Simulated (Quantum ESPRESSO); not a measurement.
```
KTlO2
1.0
    1.69851     0.98064     5.96359
   -1.69851     0.98064     5.96359
    0.00000    -1.96127     5.96359
O K Tl
2 1 1
Cartesian
  0.00000   0.00000  13.12977
  0.00000   0.00000   4.76100
  0.00000   0.00000   8.94538
  0.00000   0.00000   0.00000
```

The PBEsol cell relaxed from Materials Project entry mp-8175 was given an isotropic strain of -1.5 % on all lattice vectors, and the atoms were relaxed again.

Problem. What does PBEsol (Quantum ESPRESSO, PseudoDojo norm-conserving, 84 Ry, without SOC) give for the electronic structure near the Fermi level?

Solution. The PBEsol gap is indirect, 1.10 eV, from Z to Γ; the smallest direct gap is 1.25 eV. Spin-orbit coupling is left out; with 6p states at a band edge it can lower the gap by many tenths of an eV, most of a small gap.

The structure is a Materials Project entry; no match was found in the copy of COD used, and its stability was not checked.
